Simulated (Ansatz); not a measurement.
Structure relaxation, Ni

The start is a generated trial cell of Ni in the beta-W structure type. A full variable-cell relaxation at zero pressure is run with PBE (plane waves to 420 eV, PAW, scalar-relativistic; Ansatz, an electronic-structure program). The first steps use a coarse 7×7×7 k-mesh.

Input geometry:
```
Ni
1.0
    4.46429     0.00000     0.00000
    0.00000     4.46429     0.00000
    0.00000     0.00000     4.46429
Ni
8
Direct
  0.25000   0.00000   0.50000
  0.75000   0.00000   0.50000
  0.00000   0.50000   0.25000
  0.00000   0.50000   0.75000
  0.50000   0.25000   0.00000
  0.50000   0.75000   0.00000
  0.00000   0.00000   0.00000
  0.50000   0.50000   0.50000
```
Spin-polarised start, with parallel moments on Ni.

Question: By how much does the energy per atom fall from start to end?

Answer: Under 0.01 eV/atom.

Question: How does the volume per atom move from start to end?

Answer: +0.3 %, from 11.12 to 11.16 Å³/atom.

Question: How do the shortest distances between atoms change?

Answer: The closest pairs of elements (up to four, under 3.6 Å), start → end: Ni–Ni 2.23 → 2.23 Å.

Question: What band gap does the relaxed structure have at this level?

Answer: No gap (metallic).

Question: Write out the relaxed structure.

Answer: 
Space group Pm-3n (No. 223); a = b = c = 4.469 Å, α = β = γ = 90.00°

| atom | site | symmetry | x | y | z |
|---|---|---|---|---|---|
| Ni | 6c | -4m.2 | 0.0000 | 0.5000 | 0.2500 |
| Ni | 2a | m-3. | 0.0000 | 0.0000 | 0.0000 |

The space group stays Pm-3n (No. 223) (the run could not lower it), with 8 atoms in the primitive magnetic cell. Final values are on a 11×11×11 k-mesh of the relaxed cell. Spin state reached: ferromagnetic (net 0.60 μB/atom), from parallel starting moments; other spin orders were not run from this start.

The run could not lose the symmetry of its start: the end is stationary, and may be a saddle point rather than a minimum.

All atoms sit on sites fixed by symmetry, so only the cell could relax.

The relaxed structure here is a generated cell of Ni: the first start was made by placing the elements on the sites of a structure type, and the end was not matched to a known phase here, so it may be hypothetical. Known forms of Ni include space group No. 225.
